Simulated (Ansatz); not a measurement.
## Collinear states of Cd3Fe

These are results of DFT PBE, scalar-relativistic, plane waves, PAW in Ansatz, not measurements.

```yaml
crystal:
  lattice:
    - [0.00000, 3.36205, 3.36205]
    - [3.36205, 0.00000, 3.36205]
    - [3.36205, 3.36205, 0.00000]
  atoms:
    - { symbol: Cd, position: [0.25000, 0.25000, 0.25000] }
    - { symbol: Cd, position: [0.75000, 0.75000, 0.75000] }
    - { symbol: Cd, position: [0.50000, 0.50000, 0.50000] }
    - { symbol: Fe, position: [0.00000, 0.00000, 0.00000] }
```

The plane-wave cutoff is 420 eV. The Γ-centred k-mesh is 12×12×12 and the occupation rule is Gaussian smearing, 0.1 eV. The list of starting moments (μB, in atom order) is 0 0 0 3. The check for lower electronic states after the SCF is off.

All runs keep this geometry, which stands near equilibrium for the lowest state (largest force there 0.000 eV/Å, pressure -0.1 GPa; forces reach 0.03 eV/Å in another state) and needn't be a stable compound; relaxing each order would shift the differences by some 5 meV/atom, going by the pressures and a bulk modulus of about 150 GPa. A propagation vector, in units of the reciprocal vectors, doubles the cell, which takes an equally dense mesh. The large starts are 0 0 0 4.5 μB. The small starts are 0 0 0 0.5 μB. Site moments are spin moments in atom-centred spheres that scale with the neighbour distance. The states are those that the runs reached from these starts; a lower one can exist.

Question: Starts tried: no spin; ferromagnetic; large parallel starting moments; antiferromagnetic, doubled cell, propagation vector (0, 0, 1/2); antiferromagnetic, doubled cell, propagation vector (0, 1/2, 1/2); small parallel starting moments. Which state comes out lowest, and what are the moments?

Answer: The lowest state is antiferromagnetic, reached from the start “antiferromagnetic, doubled cell, propagation vector (0, 1/2, 1/2)”, with site moments (μB) Fe +2.75, Fe -2.75.

| start | ends | energy above lowest (meV/atom) | site moments (μB) | gap on mesh (eV) | P (GPa) |
| --- | --- | --- | --- | --- | --- |
| no spin | non-magnetic | 192 | none over 0.05 | metal | -3.7 |
| ferromagnetic | ferromagnetic | 17.5 | Fe +2.70 | metal | 0.0 |
| large parallel starting moments | ferromagnetic | 17.5 | Fe +2.70 | metal | 0.0 |
| antiferromagnetic, doubled cell, propagation vector (0, 0, 1/2) | antiferromagnetic | 12.9 | Fe +2.77, Fe -2.77 | metal | 0.1 |
| antiferromagnetic, doubled cell, propagation vector (0, 1/2, 1/2) | antiferromagnetic | 0.00 | Fe +2.75, Fe -2.75 | metal | -0.1 |
| small parallel starting moments | ferromagnetic | 17.5 | Fe +2.70 | metal | 0.0 |

Cost: 6 runs of about 7.4 core-minutes in all, on Arm Neoverse V2 (shared hosts).